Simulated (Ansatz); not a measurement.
AlV$_{2}$C:
Space group P6₃/mmc (No. 194); a = b = 2.858 Å, c = 12.896 Å, α = β = 90.00°, γ = 120.00°

| atom | site | symmetry | x | y | z |
|---|---|---|---|---|---|
| Al | 2c | -6m2 | 0.3333 | 0.6667 | 0.2500 |
| V | 4f | 3m. | 0.6667 | 0.3333 | 0.0854 |
| C | 2a | -3m. | 0.0000 | 0.0000 | 0.0000 |

Relaxed at zero pressure with LDA (plane waves, PAW; program Ansatz).

Problem. The volume is lowered by 3 % and shape and atoms relax at that volume. What pressure results, and how do the axes share the change?

Solution. 6.4 GPa; a -1.0 %, b -1.0 %, c -1.0 %; the energy rises by 7 meV/atom.

Problem. Give the new structure.

Solution. 
Space group P6₃/mmc (No. 194); a = 2.8285 Å, b = 2.8285 Å, c = 12.7708 Å, α = 90.00°, β = 90.00°, γ = 120.00°

```
atom  site  symmetry       x       y       z
----  ----  --------  ------  ------  ------
Al      2c      -6m2  0.3333  0.6667  0.2500
V       4f       3m.  0.6667  0.3333  0.0863
C       2a      -3m.  0.0000  0.0000  0.0000
```

The phase is kept; no other phase was compared at this pressure.

Space group P6_3/mmc. Symmetry was held in the LDA relaxation. The run is not spin-polarised.

Potentials: the later of the program's two PAW sets.
